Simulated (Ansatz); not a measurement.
Relaxed candidate structures of S:

A. Fd-3m, origin choice 1 (No. 227), cF8, diamond type; a = 5.759 Å, b = 5.759 Å, c = 5.759 Å, α = 90.00°, β = 90.00°, γ = 90.00°; S 8b (0.500, 0.500, 0.500)

B. P6₃/mmc (No. 194), hP4; a = 3.9724 Å, b = 3.9724 Å, c = 6.9204 Å, α = 90.00°, β = 90.00°, γ = 120.00°; S 2b (0.000, 0.000, 0.250); S 2c (0.333, 0.667, 0.250)

C. P-1 (No. 2), aP8; a = 4.9489 Å, b = 5.4152 Å, c = 8.5491 Å, α = 85.05°, β = 84.39°, γ = 76.18°; S 2i (0.101, 0.238, 0.665); S 2i (0.700, 0.614, 0.165); S 2i (0.372, 0.187, 0.474); S 2i (0.313, 0.145, 0.026)

D. Fm-3m (No. 225), cF4, fcc (Cu type); a = 4.002 Å, b = 4.002 Å, c = 4.002 Å, α = 90.00°, β = 90.00°, γ = 90.00°; S 4a (0.000, 0.000, 0.000)

E. P4/mmm (No. 123), tP1; a = b = 2.3541 Å, c = 3.7762 Å, α = β = γ = 90.00°; S 1a (0.000, 0.000, 0.000)

Task: Order them by energy per atom (lowest first) at the level r2SCAN (plane waves to 500 eV, PAW, scalar-relativistic; Ansatz, a first-principles code).

Result: C (reference, the lowest of the structures calculated here), E (+0.46 eV/atom), B (+0.83 eV/atom), A (+1.08 eV/atom), D (+1.39 eV/atom)

Task: Which candidates are metallic at this level, and what gaps do the others have?

Result: No gap: A, B, D, E. C: 2.29 eV (no spin-orbit coupling).

4 runs with a doubtful electronic state, a coarser numerical grid, an end not at rest or a source that can't be used are left out; one of them points to a structure below all those listed. 9 generated cells of layers, chains or molecules, poorly bound without dispersion, are left out. Each run could gain symmetry but not lose that of its start, so entries can be saddle points. The element's ambient structure is not among those calculated here. All of these are generated cells (placed on structure types, drawn at random, substituted or restacked) that were not matched to a known phase here. Static energies at zero pressure. The runs use different k-meshes, so differences are rounded accordingly. No spin polarisation in the result. Without a van der Waals term the distances between weakly bound units are poorly fixed.
